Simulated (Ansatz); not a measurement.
Space group Im-3m (No. 229). a = 6.285 Å, b = 6.285 Å, c = 6.285 Å, α = 90.00°, β = 90.00°, γ = 90.00°
```csv
atom,site,symmetry,x,y,z
Hg,8c,.-3m,0.2500,0.2500,0.2500
Pt,2a,m-3m,0.0000,0.0000,0.0000
```

Equation of state of this Hg₄Pt structure (not necessarily the ground state), with shape and atoms relaxed at each volume where symmetry leaves them free. It has no gap at any of these volumes. The calculation used DFT r2SCAN, scalar-relativistic, plane waves, PAW in Ansatz 0.2.0.

Plane waves to 500 eV, a k mesh through Γ of 8×8×8 on the computed 5-atom cell and Gaussian smearing (0.10 eV); no spin polarisation.

```csv
V (Å³/atom),E − E(largest V) (meV/atom),P (GPa)
21.844,66.08,14.08
22.588,11.80,9.43
23.333,-22.89,5.63
24.078,-41.58,2.52
24.823,-47.20,-0.01
25.567,-42.20,-2.07
26.312,-28.58,-3.73
27.305,0.00,-5.36
```

Q: Fit a third-order Birch–Murnaghan equation to E(V).

A: V0 = 24.82 Å³/atom, B0 = 76 GPa, B0' = 5.9.

Spin-orbit coupling is left out, which matters for the bands of heavy elements.